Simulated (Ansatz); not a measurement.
**Is this Ti3AlN4 structure a true minimum?**

The structure comes from a generated guess, relaxed at this level; another structure or a mixture of phases may lie lower.

Level of theory: DFT PBE, scalar-relativistic, plane waves, PAW in Ansatz. Cutoff 420 eV; k points 12×12×6 on the computed 8-atom cell (Γ-centred); Gaussian smearing, width 0.10 eV; no spin polarisation.

The cell below (8 atoms, space group P4/mmm (No. 123)) is relaxed within its symmetry.

```
Ti Al N
1.0
     2.97366    0.00000    0.00000
     0.00000    2.97366    0.00000
     0.00000    0.00000    8.46312
Ti Al N
3 1 4
Cartesian
  0.0000 0.0000 0.0000
  1.4868 1.4868 2.0541
  1.4868 1.4868 6.4091
  0.0000 0.0000 4.2316
  0.0000 0.0000 2.1972
  1.4868 1.4868 4.2316
  0.0000 0.0000 6.2659
  1.4868 1.4868 0.0000
```

For the test it was strained at random (σ = 1.5 % a component), the atoms were moved at random (σ = 0.10 Å), and all was relaxed again on a coarse 8×8×4 mesh (in the run’s order of axes) with 0.20 eV smearing, with no symmetry imposed.

Task: What happens?

Result: It returns, within 1 meV/atom of the unmoved cell on that mesh and with the same symmetry when read at 0.1 Å. So it is stable against the distortions that fit this cell and that this random move excites. Modes that don't fit the cell aren't tested.
